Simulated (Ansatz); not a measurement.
Zr$_{3}$HRh:
```xyz
5
Lattice="4.3073 0.0000 0.0000 0.0000 4.3073 0.0000 0.0000 0.0000 4.3073" Properties=species:S:1:pos:R:3 pbc="T T T"
Rh     0.0000     0.0000     0.0000
Zr     2.1536     2.1536     0.0000
Zr     2.1536     0.0000     2.1536
Zr     0.0000     2.1536     2.1536
H      2.1536     2.1536     2.1536
```

Relaxed with PBEsol.

Question: Decompose the optical modes at the zone centre into irreducible representations, and say which are infrared and Raman allowed.

Answer: Point group m-3m: Γ_opt = 3T1u + T2u. Infrared: T1u. Raman: none.

Question: Assign frequencies (DFPT, DFT-PBEsol in the program Ansatz with PAW potentials).

Answer: T2u 83, T1u 95, T1u 213, T1u 1097 cm⁻¹.

Space group Pm-3m. The start of the workflow was typed in or built on a structure type; neither database checked (COD, Materials Project) lists it. Whether it is the stable phase at ambient conditions was not checked. The cell was relaxed with PBEsol under the symmetry of its start. At this level the phase is mechanically unstable. No spin polarisation was allowed. As this level gives no gap, phonon frequencies hold no LO–TO term and depend on the k-mesh and smearing (Fermi–Dirac, 0.1 eV here).

Potentials: the earlier of the program's two PAW sets. The files were generated under PBE; for other functionals the program regenerates the frozen cores, and for LDA and PBEsol the local potential too.
